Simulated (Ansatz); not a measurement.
Input and output for W (fcc type): DFT, PBEsol, PAW with Ansatz's default frozen-core files, scalar-relativistic (Ansatz 0.2.0). This run: cell relaxed at zero pressure.

The start is a guessed cell of a prototype that needn't be stable.

Command: `ansatz run input.yaml --threads 1 --pin off --max-ram 2048MiB --backend cpu --events-out ev --progress --plain --runs-dir out` It took 8.4 s on 1 thread of Arm Neoverse V1, with other jobs on the host, peak memory 0.31 GiB.

```yaml
crystal:
  lattice:
    - [0.0, 1.9872944555, 1.9872944555]
    - [1.9872944555, 0.0, 1.9872944555]
    - [1.9872944555, 1.9872944555, 0.0]
  atoms:
    - { symbol: W, position: [0.0, 0.0, 0.0] }
kpoints:
  mp_grid: { grid: [18, 18, 18] }
scf:
  occupations: { method: fermi_dirac, width: 0.05 }
hamiltonian:
  xc: pbesol
  pseudopotentials: { kind: paw }
output:
  forces: true
  stress: true
relax:
  f_tol: 0.005
  max_steps: 40
  cell: {}
```

Output:

```
Engine: ansatz 0.2.0
Pseudopotentials: kind: paw
Pseudopotential: W, paw, valence charge 14, recommended cutoff 420 eV (normal), W.paw.azcp
Functional definition: PBEsol
  exchange = pbesol_x
  correlation = pbesol_c
Crystal: 1 atoms, lattice volume = 15.697 Å³
Basis set: ecut = 420 eV, 331 PW (Γ), exchange–correlation on 40×40×40 points (8 copies of the dense FFT grid, shifted against one another)
Bands: 11, of which v1, the nominal top of the filled ones, is band 7 counted from 1 (6 counted from 0)
Symmetry: 48 space group operations
Space group: Fm-3m (ITA 225), of the structure as read, at distance tolerance 2.5e-5 Å
k-points: 195 of 5832
Non-local potential: W, projectors of the file, l = 0: 3, l = 1: 2, l = 2: 2, l = 3: 1
PAW form: soft (Blöchl's): semilocal exchange-correlation on the pseudo side does not see the compensation charge
PAW frozen core: W, regenerated for the run's functional, and the local potential with it (the file was generated under x = pbe(κ = 0.804, μ = 0.2195149727645171), c = pbe(β = 0.06672455060314922))
PAW one-centre angular grid: W, 590 points (default); XC on 64 Gauss nodes
Initial density: superposition of atomic densities (neutral atoms: chi_scale 0, normalization atom), corrected by the library's trained network
Initial wavefunctions: pseudopotential atomic-orbital guess
Functional: x = pbesol(κ = 0.804, μ = 0.12345679012345678), c = pbesol(β = 0.046)
SCF iter   1: F=—  HF=-10256.071762 eV  |F-HF|=—  |Δ(HF+E_count)|=         —  Δρ=3.52e-3  dr2=1.32e-3  ethr=1.77e-3  ⟨swp⟩=5.2  Hψ=11490  notcnv=0
preconditioner: auto → none  [metal: Δε(μ)=0.009 eV  Ē_g=8.916 eV  σ=0.050 eV  W_gap=0.05  n_scr=0 (ndim 8)  ℏωp=23.0 eV  f_vac=0.000  D(μ)=1.18/eV (n_scr^D=14)]
SCF iter   2: F=—  HF=-10256.071181 eV  |F-HF|=—  |Δ(HF+E_count)|=   5.81e-4  Δρ=1.47e-3  dr2=1.34e-4  ethr=9.40e-6  ⟨swp⟩=2.1  Hψ=4137  notcnv=0
SCF iter   3: F=—  HF=-10256.071206 eV  |F-HF|=—  |Δ(HF+E_count)|=   2.54e-5  Δρ=3.64e-4  dr2=5.61e-6  ethr=9.60e-7  ⟨swp⟩=2.0  Hψ=2604  notcnv=0
SCF iter   4: F=—  HF=-10256.071207 eV  |F-HF|=—  |Δ(HF+E_count)|=   7.23e-7  Δρ=3.15e-5  dr2=8.22e-8  ethr=4.01e-8  ⟨swp⟩=2.0  Hψ=3275  notcnv=0
iter 5 did not close the SCF: its close was put off for the readings that it lacked (scf_convergence_deferred on its scf_iter line)
SCF iter   5: F=-10256.071207 eV  HF=-10256.071207 eV  |F-HF|=6.82e-10  |Δ(HF+E_count)|=   4.23e-8  Δρ=3.79e-6  dr2=1.16e-9  ethr=5.87e-10  ⟨swp⟩=2.0  Hψ=3522  notcnv=0
SCF iter   6: F=-10256.071207 eV  HF=-10256.071207 eV  |F-HF|=3.64e-12  |Δ(HF+E_count)|=  3.11e-10  Δρ=2.69e-7  dr2=1.75e-12  ethr=8.25e-12  ⟨swp⟩=1.7  Hψ=6272  notcnv=0
SCF 1 converged in 6 iterations: F = -10256.071207 eV  dr2 = 1.75e-12
  greatest PAW one-centre occupation: 1.000 electrons in one spin orbital (limit 2), on the W atom at site 0 (counted from 0), in its partial waves of l = 0
relax step   1: F+E_penalty+E_count = -10256.07120692 eV  Δ(F+E_penalty+E_count) = +0.000e0 eV  max|allowed force component| = 0.000e0 eV/Å  Δτ_max = 0.0000 Å  P = +5.509 GPa  Ω = 15.697 Å³  (6 SCF iters, dr2 threshold 1.00e-7 eV, accepted)
Crystal: 1 atoms, lattice volume = 16.729 Å³
Initial density: handed on by an earlier stage of this run
Initial wavefunctions: those handed on with the density
iter 1 solved again at ethr=3.49e-6 eV; its pass at ethr=3.10e-3 eV (dr2=4.88e-4 eV) is discarded
SCF iter   1: F=—  HF=-10256.044982 eV  |F-HF|=—  |Δ(HF+E_count)|=         —  Δρ=2.18e-3  dr2=4.67e-4  ethr=3.49e-6  ⟨swp⟩=2.1  Hψ=16011  notcnv=0
preconditioner: auto → none  [metal: Δε(μ)=0.008 eV  Ē_g=8.351 eV  σ=0.050 eV  W_gap=0.04  n_scr=0 (ndim 8)  ℏωp=22.2 eV  f_vac=0.000  D(μ)=1.33/eV (n_scr^D=14)]
SCF iter   2: F=—  HF=-10256.044956 eV  |F-HF|=—  |Δ(HF+E_count)|=   2.60e-5  Δρ=9.40e-4  dr2=6.01e-5  ethr=3.33e-6  ⟨swp⟩=2.7  Hψ=3511  notcnv=0
SCF iter   3: F=—  HF=-10256.044984 eV  |F-HF|=—  |Δ(HF+E_count)|=   2.75e-5  Δρ=1.95e-4  dr2=2.06e-6  ethr=4.30e-7  ⟨swp⟩=1.5  Hψ=2684  notcnv=0
SCF iter   4: F=-10256.044985 eV  HF=-10256.044985 eV  |F-HF|=1.70e-8  |Δ(HF+E_count)|=   1.62e-6  Δρ=2.20e-5  dr2=2.34e-8  ethr=7.14e-10  ⟨swp⟩=3.6  Hψ=8309  notcnv=0
SCF 2 converged in 4 iterations: F = -10256.044985 eV  dr2 = 2.34e-8
relax step   2: F+E_penalty+E_count = -10256.04498544 eV  Δ(F+E_penalty+E_count) = +2.622e-2 eV  max|allowed force component| = 0.000e0 eV/Å  Δτ_max = 0.0000 Å  P = -12.584 GPa  Ω = 16.729 Å³  energy of the carried Pulay correction = -3.559e-4 eV  (4 SCF iters, dr2 threshold 1.00e-7 eV, rejected (line search))
Crystal: 1 atoms, lattice volume = 15.998 Å³
iter 1 solved again at ethr=1.21e-6 eV; its pass at ethr=3.10e-3 eV (dr2=1.70e-4 eV) is discarded
SCF iter   1: F=—  HF=-10256.075828 eV  |F-HF|=—  |Δ(HF+E_count)|=         —  Δρ=1.49e-3  dr2=1.98e-4  ethr=1.21e-6  ⟨swp⟩=2.5  Hψ=15706  notcnv=0
preconditioner: auto → none  [metal: Δε(μ)=0.013 eV  Ē_g=8.748 eV  σ=0.050 eV  W_gap=0.07  n_scr=0 (ndim 8)  ℏωp=22.7 eV  f_vac=0.000  D(μ)=1.27/eV (n_scr^D=14)]
SCF iter   2: F=—  HF=-10256.075821 eV  |F-HF|=—  |Δ(HF+E_count)|=   6.79e-6  Δρ=6.50e-4  dr2=2.69e-5  ethr=1.21e-6  ⟨swp⟩=2.8  Hψ=3577  notcnv=0
SCF iter   3: F=—  HF=-10256.075832 eV  |F-HF|=—  |Δ(HF+E_count)|=   1.08e-5  Δρ=1.26e-4  dr2=8.01e-7  ethr=1.92e-7  ⟨swp⟩=1.7  Hψ=2914  notcnv=0
SCF iter   4: F=—  HF=-10256.075833 eV  |F-HF|=—  |Δ(HF+E_count)|=   6.74e-7  Δρ=1.52e-5  dr2=1.07e-8  ethr=5.72e-9  ⟨swp⟩=2.2  Hψ=3060  notcnv=0
SCF iter   5: F=—  HF=-10256.075833 eV  |F-HF|=—  |Δ(HF+E_count)|=   7.52e-9  Δρ=4.19e-7  dr2=1.55e-11  ethr=7.61e-11  ⟨swp⟩=1.8  Hψ=2602  notcnv=0
SCF iter   6: F=-10256.075833 eV  HF=-10256.075833 eV  |F-HF|=1.82e-12  |Δ(HF+E_count)|=  1.27e-11  Δρ=3.56e-8  dr2=6.35e-14  ethr=1.00e-12  ⟨swp⟩=5.9  Hψ=8176  notcnv=0
SCF 3 converged in 6 iterations: F = -10256.075833 eV  dr2 = 6.35e-14
relax step   3: F+E_penalty+E_count = -10256.07583299 eV  Δ(F+E_penalty+E_count) = -4.626e-3 eV  max|allowed force component| = 0.000e0 eV/Å  Δτ_max = 0.0000 Å  P = -0.368 GPa  Ω = 15.998 Å³  energy of the carried Pulay correction = -1.060e-4 eV  (6 SCF iters, accepted)
Crystal: 1 atoms, lattice volume = 15.978 Å³
iter 1 solved again at ethr=2.84e-9 eV; its pass at ethr=3.10e-3 eV (dr2=3.98e-7 eV) is discarded
SCF iter   1: F=—  HF=-10256.075863 eV  |F-HF|=—  |Δ(HF+E_count)|=         —  Δρ=4.23e-5  dr2=1.75e-7  ethr=2.84e-9  ⟨swp⟩=2.2  Hψ=14262  notcnv=0
preconditioner: auto → none  [metal: Δε(μ)=0.013 eV  Ē_g=8.761 eV  σ=0.050 eV  W_gap=0.07  n_scr=0 (ndim 8)  ℏωp=22.8 eV  f_vac=0.000  D(μ)=1.27/eV (n_scr^D=14)]
SCF iter   2: F=-10256.075862 eV  HF=-10256.075862 eV  |F-HF|=9.06e-9  |Δ(HF+E_count)|=   1.05e-6  Δρ=1.77e-5  dr2=2.04e-8  ethr=7.14e-10  ⟨swp⟩=2.3  Hψ=7687  notcnv=0
SCF 4 converged in 2 iterations: F = -10256.075862 eV  dr2 = 2.04e-8
relax step   4: F+E_penalty+E_count = -10256.07586230 eV  Δ(F+E_penalty+E_count) = -2.931e-5 eV  max|allowed force component| = 0.000e0 eV/Å  Δτ_max = 0.0000 Å  P = -0.010 GPa  Ω = 15.978 Å³  energy of the carried Pulay correction = -9.932e-5 eV  (2 SCF iters, dr2 threshold 1.00e-7 eV, accepted)
Initial wavefunctions: pseudopotential atomic-orbital guess (no wavefunctions were taken with the density)
iter 1 solved again at ethr=2.94e-8 eV; its pass at ethr=3.10e-3 eV (dr2=4.12e-6 eV) is discarded
SCF iter   1: F=—  HF=-10256.075957 eV  |F-HF|=—  |Δ(HF+E_count)|=         —  Δρ=5.20e-5  dr2=7.26e-8  ethr=2.94e-8  ⟨swp⟩=3.1  Hψ=17645  notcnv=0
SCF iter   2: F=—  HF=-10256.075957 eV  |F-HF|=—  |Δ(HF+E_count)|=   5.59e-8  Δρ=2.57e-5  dr2=1.66e-8  ethr=5.19e-10  ⟨swp⟩=1.5  Hψ=2366  notcnv=0
SCF iter   3: F=—  HF=-10256.075957 eV  |F-HF|=—  |Δ(HF+E_count)|=   3.65e-9  Δρ=1.02e-6  dr2=4.17e-11  ethr=1.18e-10  ⟨swp⟩=1.9  Hψ=3030  notcnv=0
SCF iter   4: F=-10256.075957 eV  HF=-10256.075957 eV  |F-HF|=3.64e-12  |Δ(HF+E_count)|=  1.82e-12  Δρ=1.04e-7  dr2=1.57e-12  ethr=1.00e-12  ⟨swp⟩=5.9  Hψ=8082  notcnv=0
SCF 5 converged in 4 iterations: F = -10256.075957 eV  dr2 = 1.57e-12
relax step   5: F+E_penalty+E_count = -10256.07595664 eV  Δ(F+E_penalty+E_count) = -9.434e-5 eV  max|allowed force component| = 0.000e0 eV/Å  Δτ_max = 0.0000 Å  P = -0.010 GPa  Ω = 15.978 Å³  stress off target by 1.05e-2 GPa  SCF on the basis re-selected at this cell (its energy is not comparable with the rows above)  (4 SCF iters)
basis re-selected at this cell: Δ(F+E_penalty+E_count) = -9.434e-5 eV, ΔP = -0.000 GPa vs the last step (what re-selecting the basis moved, of the pressure what is left beyond the Pulay correction that the steps carried, after the strain that the cell walked since its last selection, with what the two solves' SCF thresholds leave and, on support functions, any second-order correction that the steps lacked; it is no measure of the basis error at this ecutwfc). This SCF's stress stands 1.05e-2 GPa from its target on what of the cell is left free (relax.cell.stress_tol is 5.00e-2 GPa) and its largest allowed force component is 0.00e0 eV/Å (relax.f_tol is 5.00e-3 eV/Å): within both
SCF converged after 4 iterations
Free energy (F): -10256.075957 eV
Harris-Foulkes:  -10256.075957 eV  (|F-HF|=3.64e-12)
Internal energy: -10256.065639 eV  (E = F + TS)
E sigma→0 (E₀):  -10256.070798 eV
Entropy (-TS):   -0.010318 eV (-10.318 meV/atom)
Fermi energy:    21.761564 eV
--- Per-component energies (eV) ---
  E_band       = -84.916486
  E_kinetic    = 450.296185
  E_local      = -608.264999  (includes V_loc(G=0)·N_el)
  E_nonlocal   = 3.520352
  E_hartree    = 217.552529
  E_xc         = -265.049892
  E_vxc        = -238.425781  (∫ρ·V_xc dr)
  E_paw        = -8436.112843  (= ΣΔE_a)
  E_vpaw       = -127.147264  (= ΣTr[D̂ρ^β])
  E_aug_tail   = -0.000075  (compensation charges beyond the density's cutoff)
  E_ewald      = -1618.228688
  E_core_change = 0.221792  (= ΣΔE_core)
  E_smearing   = -0.010318  (= −TS)
  E_closure    = 0.000000  (closes the sum)
  Σ components = -10256.075957   (vs F -10256.075957, Δ=0.00e0)
--- Forces (eV/Å), atoms counted from 1 ---
  atom   1  W      0.00000000     0.00000000     0.00000000
  max |Σ_I F_I| component: 3.90e-32 eV/Å
--- Stress (GPa, compression-positive) ---
       -0.010473      -0.000000      -0.000000
       -0.000000      -0.010473      -0.000000
       -0.000000      -0.000000      -0.010473
  P = ⅓ Tr σ = -0.0105 GPa (-0.105 kbar)
--- Relaxed structure (4 steps of the walk, 3 accepted, 1 SCFs on fresh bases) ---
  F+E_penalty+E_count = -10256.07595664 eV   max|allowed force component| = 0.000e0 eV/Å   (the final SCF, on the basis selected at the relaxed cell)
  cell:  # Å, volume = 15.9784 Å³
    - [6.528392144542649e-35, 1.9990988025138492, 1.9990988025138492]
    - [1.9990988025138492, 1.4171556739095687e-34, 1.9990988025138492]
    - [1.9990988025138492, 1.9990988025138492, 3.3119918213821335e-34]
  atoms:
    - { symbol: W, position: [0.0, 0.0, 0.0] }
```

Next run (the series' base cell), as changes to the input before:

```diff
   lattice:
-    - [0.0, 1.9872944555, 1.9872944555]
-    - [1.9872944555, 0.0, 1.9872944555]
-    - [1.9872944555, 1.9872944555, 0.0]
+    - [0.0, 1.9990988025, 1.9990988025]
+    - [1.9990988025, 0.0, 1.9990988025]
+    - [1.9990988025, 1.9990988025, 0.0]
   atoms:
   mp_grid: { grid: [18, 18, 18] }
+  band_path:
+    path:
+      - [0.0, 0.0, 0.0]
+      - [0.5, 0.0, 0.5]
+      - [0.625, 0.25, 0.625]
+      - [0.375, 0.375, 0.75]
+      - [0.0, 0.0, 0.0]
+      - [0.5, 0.5, 0.5]
+      - [0.5, 0.25, 0.75]
+      - [0.5, 0.0, 0.5]
+    npoints: 8
 scf:
   stress: true
-relax:
-  f_tol: 0.005
-  max_steps: 40
-  cell: {}
+  eigenvalues: true
+  populations: true
+  dos: { projected: true, de: 0.2, e_range: [-14, 8] }
+  write_density: true
+  write_potential: true
+  elf: true
+  volumetric_format: npy
```

Results part of the output:

```
SCF 1 converged in 6 iterations: F = -10256.075957 eV  dr2 = 5.10e-12
  greatest PAW one-centre occupation: 1.000 electrons in one spin orbital (limit 2), on the W atom at site 0 (counted from 0), in its partial waves of l = 0
NSCF: frozen V_eff on 57 k-points
SCF converged after 6 iterations
Free energy (F): -10256.075957 eV
Harris-Foulkes:  -10256.075957 eV  (|F-HF|=1.82e-12)
Internal energy: -10256.065639 eV  (E = F + TS)
E sigma→0 (E₀):  -10256.070798 eV
Entropy (-TS):   -0.010318 eV (-10.318 meV/atom)
Fermi energy:    21.761565 eV
--- Per-component energies (eV) ---
  E_band       = -84.916479
  E_kinetic    = 450.296181
  E_local      = -608.264989  (includes V_loc(G=0)·N_el)
  E_nonlocal   = 3.520350
  E_hartree    = 217.552523
  E_xc         = -265.049892
  E_vxc        = -238.425781  (∫ρ·V_xc dr)
  E_paw        = -8436.112842  (= ΣΔE_a)
  E_vpaw       = -127.147262  (= ΣTr[D̂ρ^β])
  E_aug_tail   = -0.000075  (compensation charges beyond the density's cutoff)
  E_ewald      = -1618.228688
  E_core_change = 0.221792  (= ΣΔE_core)
  E_smearing   = -0.010318  (= −TS)
  E_closure    = 0.000000  (closes the sum)
  Σ components = -10256.075957   (vs F -10256.075957, Δ=0.00e0)
--- Forces (eV/Å), atoms counted from 1 ---
  atom   1  W     -0.00000000    -0.00000000     0.00000000
  max |Σ_I F_I| component: 1.15e-31 eV/Å
--- Stress (GPa, compression-positive) ---
       -0.010468       0.000000       0.000000
        0.000000      -0.010468      -0.000000
        0.000000       0.000000      -0.010468
  P = ⅓ Tr σ = -0.0105 GPa (-0.105 kbar)
--- Band table (eV; the first three rows and the last of 195) ---
  k-point 0: bands = ["-51.7382", "-15.3613", "-15.3613", "-15.3613", "12.6419", "21.1715", "21.1715", "21.1715", "24.4125", "24.4125", "34.6236"]
  k-point 1: bands = ["-51.7345", "-15.4023", "-15.3665", "-15.3665", "12.7828", "21.0620", "21.2382", "21.2382", "24.3499", "24.3499", "34.9058"]
  k-point 2: bands = ["-51.7241", "-15.5192", "-15.3814", "-15.3814", "13.1897", "20.7804", "21.4122", "21.4122", "24.2087", "24.2087", "35.6607"]
  k-point 194: bands = ["-51.5768", "-16.2529", "-16.1268", "-15.8362", "17.8196", "19.1895", "20.2869", "23.2103", "27.7948", "32.3192", "32.3721"]
--- Löwdin populations: 1 site ---
  site symbol       q [e]
     0      W     13.8781
  spilling = 0.008706 (of n_electrons = 14.000000)
```

Next run (volume at 0.9 of the series' base cell), as changes to the input before:

```diff
   lattice:
-    - [0.0, 1.9990988025, 1.9990988025]
-    - [1.9990988025, 0.0, 1.9990988025]
-    - [1.9990988025, 1.9990988025, 0.0]
+    - [0.0, 1.9301086726, 1.9301086726]
+    - [1.9301086726, 0.0, 1.9301086726]
+    - [1.9301086726, 1.9301086726, 0.0]
   atoms:
   mp_grid: { grid: [18, 18, 18] }
-  band_path:
-    path:
-      - [0.0, 0.0, 0.0]
-      - [0.5, 0.0, 0.5]
-      - [0.625, 0.25, 0.625]
-      - [0.375, 0.375, 0.75]
-      - [0.0, 0.0, 0.0]
-      - [0.5, 0.5, 0.5]
-      - [0.5, 0.25, 0.75]
-      - [0.5, 0.0, 0.5]
-    npoints: 8
 scf:
   populations: true
-  dos: { projected: true, de: 0.2, e_range: [-14, 8] }
-  write_density: true
-  write_potential: true
-  elf: true
-  volumetric_format: npy
```

Command: `ansatz run input.yaml --threads 1 --pin off --max-ram 2048MiB --backend cpu --events-out ev --progress --plain --runs-dir out` It took 2.6 s on 1 thread of Arm Neoverse V1, with other jobs on the host, peak memory 0.29 GiB.

Results part of the output:

```
SCF 1 converged in 6 iterations: F = -10255.897244 eV  dr2 = 3.82e-10
  greatest PAW one-centre occupation: 1.000 electrons in one spin orbital (limit 2), on the W atom at site 0 (counted from 0), in its partial waves of l = 0
SCF converged after 6 iterations
Free energy (F): -10255.897244 eV
Harris-Foulkes:  -10255.897244 eV  (|F-HF|=3.06e-10)
Internal energy: -10255.887975 eV  (E = F + TS)
E sigma→0 (E₀):  -10255.892610 eV
Entropy (-TS):   -0.009269 eV (-9.269 meV/atom)
Fermi energy:    24.505143 eV
--- Per-component energies (eV) ---
  E_band       = -46.797173
  E_kinetic    = 456.174465
  E_local      = -535.139244  (includes V_loc(G=0)·N_el)
  E_nonlocal   = 4.373512
  E_hartree    = 198.298588
  E_xc         = -267.033745
  E_vxc        = -241.010934  (∫ρ·V_xc dr)
  E_paw        = -8436.712351  (= ΣΔE_a)
  E_vpaw       = -127.792601  (= ΣTr[D̂ρ^β])
  E_aug_tail   = -0.000064  (compensation charges beyond the density's cutoff)
  E_ewald      = -1676.070928
  E_core_change = 0.221792  (= ΣΔE_core)
  E_smearing   = -0.009269  (= −TS)
  E_closure    = 0.000000  (closes the sum)
  Σ components = -10255.897244   (vs F -10255.897244, Δ=0.00e0)
--- Forces (eV/Å), atoms counted from 1 ---
  atom   1  W      0.00000000     0.00000000    -0.00000000
  max |Σ_I F_I| component: 3.29e-32 eV/Å
--- Stress (GPa, compression-positive) ---
       39.039416       0.000000       0.000000
        0.000000      39.039416      -0.000000
        0.000000      -0.000000      39.039416
  P = ⅓ Tr σ = 39.0394 GPa (390.394 kbar)
--- Band table (eV; the first three rows and the last of 195) ---
  k-point 0: bands = ["-48.8087", "-12.2459", "-12.2459", "-12.2459", "14.8723", "23.7649", "23.7649", "23.7649", "27.5265", "27.5265", "37.4947"]
  k-point 1: bands = ["-48.8029", "-12.3052", "-12.2532", "-12.2532", "15.0336", "23.6380", "23.8414", "23.8414", "27.4486", "27.4486", "37.8173"]
  k-point 2: bands = ["-48.7863", "-12.4735", "-12.2738", "-12.2738", "15.4955", "23.3173", "24.0406", "24.0406", "27.2723", "27.2723", "38.6718"]
  k-point 194: bands = ["-48.5509", "-13.5042", "-13.3262", "-12.9170", "20.0038", "21.6390", "22.9437", "26.1112", "31.4945", "36.4509", "36.6350"]
--- Löwdin populations: 1 site ---
  site symbol       q [e]
     0      W     13.9025
  spilling = 0.006963 (of n_electrons = 14.000000)
```

Next run (volume at 0.8 of the series' base cell), as changes to the input before:

```diff
   lattice:
-    - [0.0, 1.9301086726, 1.9301086726]
-    - [1.9301086726, 0.0, 1.9301086726]
-    - [1.9301086726, 1.9301086726, 0.0]
+    - [0.0, 1.8557989358, 1.8557989358]
+    - [1.8557989358, 0.0, 1.8557989358]
+    - [1.8557989358, 1.8557989358, 0.0]
   atoms:
```

Results part of the output:

```
SCF 1 converged in 6 iterations: F = -10255.216869 eV  dr2 = 6.98e-10
  greatest PAW one-centre occupation: 1.000 electrons in one spin orbital (limit 2), on the W atom at site 0 (counted from 0), in its partial waves of l = 0
SCF converged after 6 iterations
Free energy (F): -10255.216869 eV
Harris-Foulkes:  -10255.216869 eV  (|F-HF|=5.86e-10)
Internal energy: -10255.209630 eV  (E = F + TS)
E sigma→0 (E₀):  -10255.213250 eV
Entropy (-TS):   -0.007239 eV (-7.239 meV/atom)
Fermi energy:    27.918189 eV
--- Per-component energies (eV) ---
  E_band       = -0.452234
  E_kinetic    = 463.816058
  E_local      = -452.499355  (includes V_loc(G=0)·N_el)
  E_nonlocal   = 5.808440
  E_hartree    = 177.644384
  E_xc         = -269.398964
  E_vxc        = -244.089479  (∫ρ·V_xc dr)
  E_paw        = -8437.617915  (= ΣΔE_a)
  E_vpaw       = -128.775920  (= ΣTr[D̂ρ^β])
  E_aug_tail   = -0.000060  (compensation charges beyond the density's cutoff)
  E_ewald      = -1743.184011
  E_core_change = 0.221792  (= ΣΔE_core)
  E_smearing   = -0.007239  (= −TS)
  E_closure    = 0.000000  (closes the sum)
  Σ components = -10255.216869   (vs F -10255.216869, Δ=0.00e0)
--- Forces (eV/Å), atoms counted from 1 ---
  atom   1  W      0.00000000     0.00000000     0.00000000
  max |Σ_I F_I| component: 3.29e-32 eV/Å
--- Stress (GPa, compression-positive) ---
      103.158286      -0.000000      -0.000000
       -0.000000     103.158286      -0.000000
       -0.000000      -0.000000     103.158286
  P = ⅓ Tr σ = 103.1583 GPa (1031.583 kbar)
--- Band table (eV; the first three rows and the last of 195) ---
  k-point 0: bands = ["-45.3071", "-8.4292", "-8.4292", "-8.4292", "17.7441", "26.9157", "26.9157", "26.9157", "31.3382", "31.3382", "40.9694"]
  k-point 1: bands = ["-45.2977", "-8.5173", "-8.4395", "-8.4395", "17.9336", "26.7681", "27.0047", "27.0047", "31.2392", "31.2392", "41.3421"]
  k-point 2: bands = ["-45.2705", "-8.7665", "-8.4690", "-8.4690", "18.4697", "26.4040", "27.2362", "27.2362", "31.0146", "31.0146", "42.3185"]
  k-point 194: bands = ["-44.8811", "-10.2465", "-9.9904", "-9.4031", "22.6963", "24.6701", "26.2556", "29.6589", "36.0617", "41.5103", "41.9723"]
--- Löwdin populations: 1 site ---
  site symbol       q [e]
     0      W     13.9249
  spilling = 0.005363 (of n_electrons = 14.000000)
```

Spin–orbit coupling is left out, which matters for the heavy atoms. The PAW files were made under PBE. The structure type is held throughout; the real material can change phase at far lower pressure.
